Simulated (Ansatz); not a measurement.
## VGe: computed property card

VGe:
```cif
data_GeV
_chemical_formula_sum 'Ge1 V1'
_space_group_name_H-M_alt 'P 1'
_space_group_IT_number 1
_cell_length_a 3.55044
_cell_length_b 3.55044
_cell_length_c 3.55044
_cell_angle_alpha 60.000
_cell_angle_beta 60.000
_cell_angle_gamma 60.000
loop_
_space_group_symop_operation_xyz
  'x, y, z'
loop_
_atom_site_label
_atom_site_type_symbol
_atom_site_fract_x
_atom_site_fract_y
_atom_site_fract_z
_atom_site_occupancy
Ge1 Ge 0.00000 0.00000 0.00000 1
V1 V 0.50000 0.50000 0.50000 1
```
The run is spin-polarised; directions of the spins, atom by atom: 0 0.

Space group Fm-3m (No. 225), rock salt; conventional cell a = 5.021 Å, b = 5.021 Å, c = 5.021 Å, α = 90.00°, β = 90.00°, γ = 90.00°.

Method: the program Ansatz at the PBE level (PAW). The cell and atoms are relaxed at this level. Other levels are named where they apply.

Cell and energy:

| Quantity | Value |
|---|---|
| Volume per atom | 15.82 Å³ |
| Density | 6.48 g/cm³ |
| Formation energy from the elements (no fitted shifts) | 0.10 eV/atom |

Electronic structure:

| Property | Result |
|---|---|
| Electronic character | metallic (no gap) |
| Density of states at the Fermi level | 1.3 states/eV per atom (mean over ±0.08 eV) |

Magnetism:

| Property | Result |
|---|---|
| Magnetic order | ferromagnetic |
| Net moment | 0.09 μB per atom |

Mechanics:

| Item | Result |
|---|---|
| Elastic constants (relaxed ions, GPa) | C11 = 285, C12 = 50.8, C44 = 1.9 |
| Mechanical stability | marginal (the smallest eigenvalue of C is near zero) |

Charges:

| Item | Value |
|---|---|
| Bader charges | Ge -0.92, V +0.92 e |

A made-up cell: these elements were put on the sites of a structure type; neither database checked (COD, Materials Project) lists it. Its standing as an ambient phase is unchecked. The PBE relaxation kept the symmetry of its start; its stability against distortions is not shown here. Magnetic state: ferromagnetic, the only order run, not a proven ground state. The cell computed holds one magnetic atom, so no antiferromagnetic order was within reach. As this level gives no gap, shear constants depend on the k-mesh and smearing (Fermi–Dirac, 0.1 eV here). The references are the lowest solids computed at this level, not always the standard phases. Scalar-relativistic: spin–orbit coupling is off unless named, which matters more the heavier the elements.

Potentials: the later of the program's two PAW sets.
